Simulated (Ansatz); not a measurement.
Zr$_{2}$C:
```yaml
crystal:
  lattice:
    - [3.60160, 0.00000, 0.00000]
    - [0.00000, 3.60160, 0.00000]
    - [0.00000, 0.00000, 6.90337]
  atoms:
    - { symbol: Zr, position: [0.00000, 0.00000, 0.00000] }
    - { symbol: Zr, position: [0.50000, 0.50000, 0.00000] }
    - { symbol: Zr, position: [0.50000, 0.00000, 0.36982] }
    - { symbol: Zr, position: [0.00000, 0.50000, 0.63018] }
    - { symbol: C, position: [0.50000, 0.00000, 0.72923] }
    - { symbol: C, position: [0.00000, 0.50000, 0.27077] }
```

Relaxed with PBEsol. Special points in fractions of this cell's reciprocal vectors: Γ (0.000, 0.000, 0.000); X (0.000, 0.500, 0.000); M (0.500, 0.500, 0.000); Z (0.000, 0.000, 0.500); R (0.000, 0.500, 0.500); A (0.500, 0.500, 0.500).

Q: List the band energies nearest the Fermi level at these points for DFT-PBEsol with spin–orbit coupling in the program Ansatz with PAW potentials.

A: In eV from the Fermi level; about four levels below and three above (degenerate sets whole), none deeper than 8.9 eV; points with the same levels are listed once.

```tsv
k	below	above
Γ	-0.63 -0.63 -0.61 -0.61	0.97 0.97 0.97 0.97
X	-0.12 -0.12 -0.12 -0.12	1.40 1.40 1.40 1.40
M	-0.53 -0.53 -0.53 -0.53	0.40 0.40 0.40 0.40
Z	-1.19 -1.19 -1.11 -1.11	0.10 0.10 0.86 0.86
R	-0.94 -0.94 -0.94 -0.94	0.49 0.49 0.49 0.49
A	-0.70 -0.70 -0.70 -0.70 -0.69 -0.69 -0.69 -0.69	3.59 3.59 3.59 3.59
```

Space group P4/nmm. A made-up cell: these elements were put on the sites of a structure type; neither database checked (COD, Materials Project) lists it. Whether it is the stable phase at ambient conditions was not checked. Symmetry was held in the PBEsol relaxation; its stability against distortions is not shown here. The run is not spin-polarised.

Potentials: the later of the program's two PAW sets.
